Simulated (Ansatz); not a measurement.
## SrCa: how the free axis answers a strain

SrCa, P-6m2, a = 4.127 Å, c = 6.783 Å. The structure is a Materials Project entry; whether it is the stable form wasn't checked. Ansatz: r2SCAN, PAW, 500 eV, Γ-centred 12×12×6 mesh on 2 atoms, Gaussian smearing 0.10 eV; no spin polarisation. Series: uniaxial strain along c, with a, b and atoms relaxed; x is the strain in per cent. y is the change of a in per cent of 4.127 Å.

```tsv
x (%)	y (%)
-6.0	?
-4.0	0.79
-2.0	0.26
0.0	0.00
2.0	-0.26
4.0	-0.44
```

Q: Fit y = c1 x + c2 x² to the other rows, say what c1 measures, and predict the missing y.

A: Least squares on the rows shown. y = −0.1490 x + 0.01029 x². So −c1 = 0.149 is Poisson's ratio for this pair of axes. With a term in x³ added, the coefficient of x becomes -0.1221, 18 % less, which shows how far this figure hangs on the form. At x = -6.0 the fit asked for gives 1.26 %. The run gave 1.52 %, so the fit is 0.26 % too low, 13 % of the span of the series, against an rms of 0.04 % on the fitted rows. The row lies outside the fitted range. With a term in x³ added, a fit to the same known rows predicts 1.53 %, so most of the miss is curvature that the known rows already hold.